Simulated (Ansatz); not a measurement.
Polymorphs of CaO, each relaxed with PBEsol (plane waves, PAW; program Ansatz):

A: zinc blende (F-43m)
a = 5.179 Å, b = 5.179 Å, c = 5.179 Å, α = 90.00°, β = 90.00°, γ = 90.00°

| atom | site | symmetry | x | y | z |
|---|---|---|---|---|---|
| Ca | 4a | -43m | 0.0000 | 0.0000 | 0.0000 |
| O | 4d | -43m | 0.7500 | 0.7500 | 0.7500 |

B: rock salt (Fm-3m)
a = 4.7667 Å, b = 4.7667 Å, c = 4.7667 Å, α = 90.00°, β = 90.00°, γ = 90.00°

| atom | site | symmetry | x | y | z |
|---|---|---|---|---|---|
| Ca | 4a | m-3m | 0.0000 | 0.0000 | 0.0000 |
| O | 4b | m-3m | 0.5000 | 0.5000 | 0.5000 |

Question: Rank these by energy per atom at 0 K (lowest first), as PBEsol gives it.

Answer: B (+0 meV/atom), A (+225 meV/atom)

Question: Give each one's gap.

Answer: A 3.27 eV; B 3.54 eV.

Typed or built starts, not in the databases checked: A. Not the usual ambient phase: A. All cells were relaxed under the symmetry of their starts (and spin orders); stability against distortions was not tested throughout.

Energies hold the estimated change up to a 700 eV cutoff; steps of a few meV lie near the error of the meshes.

Potentials: the earlier of the program's two PAW sets. The files were generated under PBE; for other functionals the program regenerates the frozen cores, and for LDA and PBEsol the local potential too.
